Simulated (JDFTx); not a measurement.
An input for a modified build of JDFTx (Rh(100), CANDLE, water, 1 M NaCl; bohr, hartree) and the course of its log:

```
lattice \
  5.0856823471 0.0000000000 0.0000000000 \
  0.0000000000 5.0856823471 0.0000000000 \
  0.0000000000 0.0000000000 44.5975365412
coords-type Lattice
ion Rh 0.0000000000 0.0000000000 -0.1612699150 0
ion Rh 0.5000000000 0.5000000000 -0.0806349580 0
ion Rh 0.0000000000 0.0000000000 0.0000000000 0
ion Rh 0.5000000000 0.5000000000 0.0806349580 0
ion Rh 0.0000000000 0.0000000000 0.1612699150 0
ion-species pseudo/rh_pbe_v1.4.upf
elec-cutoff 20 100
elec-ex-corr gga-PBE
coulomb-interaction Slab 001
coulomb-truncation-embed 0 0 0
kpoint-folding 8 8 1
elec-smearing Fermi 0.01
elec-n-bands 43
electronic-scf nIterations 100 energyDiffThreshold 1e-08
fluid LinearPCM
pcm-variant CANDLE
fluid-solvent H2O
fluid-cation Na+ 1
fluid-anion Cl- 1
fluid-minimize nIterations 400 knormThreshold 1e-11
wavefunction read vac.wfns
elec-initial-eigenvals vac.eigenvals
dump-name f0.$VAR
dump End State Ecomponents EigStats BandEigs Forces ElecDensity IonicPositions Fillings Kpoints Dtot FluidDebug BoundCharge FluidDensity
```

```
[one cycle in 5 is shown, and the last three; fluid-solver lines are left out]
	FillingsUpdate:  mu: -0.176858103  nElectrons: 75.000000
SCF: Cycle:  0   F: -407.812164720582189   dF: +5.068e-05   |Residual|: 1.553e-03   |deigs|: 5.111e-06
	FillingsUpdate:  mu: -0.174401061  nElectrons: 75.000000
SCF: Cycle:  5   F: -407.812247134244444   dF: -5.971e-06   |Residual|: 3.641e-04   |deigs|: 3.857e-04
	FillingsUpdate:  mu: -0.173440494  nElectrons: 75.000000
SCF: Cycle: 10   F: -407.812249055391476   dF: -9.488e-08   |Residual|: 1.516e-04   |deigs|: 7.937e-05
	FillingsUpdate:  mu: -0.173411709  nElectrons: 75.000000
SCF: Cycle: 15   F: -407.812249528588779   dF: -2.357e-08   |Residual|: 3.771e-05   |deigs|: 2.215e-05
	FillingsUpdate:  mu: -0.173400747  nElectrons: 75.000000
SCF: Cycle: 20   F: -407.812249537300090   dF: +2.370e-08   |Residual|: 3.808e-05   |deigs|: 1.342e-05
	FillingsUpdate:  mu: -0.173393285  nElectrons: 75.000000
SCF: Cycle: 25   F: -407.812249485710311   dF: +6.907e-08   |Residual|: 5.227e-05   |deigs|: 4.795e-06
	FillingsUpdate:  mu: -0.173388384  nElectrons: 75.000000
SCF: Cycle: 30   F: -407.812249487448753   dF: +7.069e-08   |Residual|: 5.076e-05   |deigs|: 1.417e-05
	FillingsUpdate:  mu: -0.173413169  nElectrons: 75.000000
SCF: Cycle: 35   F: -407.812249477245871   dF: +8.110e-08   |Residual|: 7.137e-05   |deigs|: 1.673e-05
	FillingsUpdate:  mu: -0.173391862  nElectrons: 75.000000
SCF: Cycle: 40   F: -407.812249558008602   dF: -1.045e-08   |Residual|: 2.379e-05   |deigs|: 1.528e-05
	FillingsUpdate:  mu: -0.173405514  nElectrons: 75.000000
SCF: Cycle: 45   F: -407.812249541497238   dF: -5.535e-08   |Residual|: 3.714e-05   |deigs|: 4.838e-06
	FillingsUpdate:  mu: -0.173396969  nElectrons: 75.000000
SCF: Cycle: 50   F: -407.812249556843312   dF: -1.400e-08   |Residual|: 3.162e-05   |deigs|: 1.607e-05
	FillingsUpdate:  mu: -0.173389648  nElectrons: 75.000000
SCF: Cycle: 55   F: -407.812249558398094   dF: -2.718e-08   |Residual|: 2.679e-05   |deigs|: 1.862e-05
	FillingsUpdate:  mu: -0.173412535  nElectrons: 75.000000
SCF: Cycle: 60   F: -407.812249536265199   dF: -1.854e-07   |Residual|: 4.790e-05   |deigs|: 2.669e-05
	FillingsUpdate:  mu: -0.173400516  nElectrons: 75.000000
SCF: Cycle: 65   F: -407.812249555938479   dF: -5.167e-08   |Residual|: 2.431e-05   |deigs|: 7.810e-06
	FillingsUpdate:  mu: -0.173396040  nElectrons: 75.000000
SCF: Cycle: 70   F: -407.812249555452411   dF: -1.664e-08   |Residual|: 3.254e-05   |deigs|: 1.518e-05
	FillingsUpdate:  mu: -0.173399055  nElectrons: 75.000000
SCF: Cycle: 75   F: -407.812249536600973   dF: +2.242e-08   |Residual|: 2.948e-05   |deigs|: 7.397e-06
	FillingsUpdate:  mu: -0.173437292  nElectrons: 75.000000
SCF: Cycle: 80   F: -407.812249470907204   dF: +8.115e-08   |Residual|: 6.313e-05   |deigs|: 5.003e-05
	FillingsUpdate:  mu: -0.173412062  nElectrons: 75.000000
SCF: Cycle: 85   F: -407.812249502860539   dF: +5.308e-08   |Residual|: 6.311e-05   |deigs|: 1.651e-05
	FillingsUpdate:  mu: -0.173417289  nElectrons: 75.000000
SCF: Cycle: 90   F: -407.812249515545091   dF: +2.801e-08   |Residual|: 5.898e-05   |deigs|: 1.828e-05
	FillingsUpdate:  mu: -0.173406458  nElectrons: 75.000000
SCF: Cycle: 95   F: -407.812249552760363   dF: -1.059e-07   |Residual|: 3.234e-05   |deigs|: 1.883e-05
	FillingsUpdate:  mu: -0.173410103  nElectrons: 75.000000
SCF: Cycle: 97   F: -407.812249547669182   dF: -7.074e-08   |Residual|: 3.659e-05   |deigs|: 1.737e-05
	FillingsUpdate:  mu: -0.173393474  nElectrons: 75.000000
SCF: Cycle: 98   F: -407.812249554897903   dF: -7.229e-09   |Residual|: 1.570e-05   |deigs|: 1.728e-05
	FillingsUpdate:  mu: -0.173435536  nElectrons: 75.000000
SCF: Cycle: 99   F: -407.812249366051560   dF: +1.888e-07   |Residual|: 1.032e-04   |deigs|: 4.373e-05
SCF: None of the convergence criteria satisfied after 100 iterations.
IonicMinimize: Iter:   0  F: -407.812249366051560  |grad|_K:  0.000e+00
IonicMinimize: Converged (|grad|_K<1.000000e-04).
```

This run gave no converged result. The loop ran out of cycles short of its threshold. It has stalled and not diverged: the last ten energies span 2e-07 Ha, so the total is near its end, but levels, forces and charges aren't shown converged.
